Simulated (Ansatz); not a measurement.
Data:

RbBr:
```yaml
crystal:
  lattice:
    - [0.00000, 3.46297, 3.46297]
    - [3.46297, 0.00000, 3.46297]
    - [3.46297, 3.46297, 0.00000]
  atoms:
    - { symbol: Rb, position: [0.00000, 0.00000, 0.00000] }
    - { symbol: Br, position: [0.50000, 0.50000, 0.50000] }
```

This is the r²SCAN-relaxed structure.

Task: All from r²SCAN in the plane-wave PAW code Ansatz, unless another level is named. Estimate the Young's modulus.

Result: 18.1 GPa.

Task: What about the vibrational entropy at 300 K?

Result: 54.0 J/(K·mol of atoms).

Space group Fm-3m (rock salt). The r²SCAN relaxation kept the symmetry of its start; phonons on a q-mesh show no instability.

Potentials: the later of the program's two PAW sets.
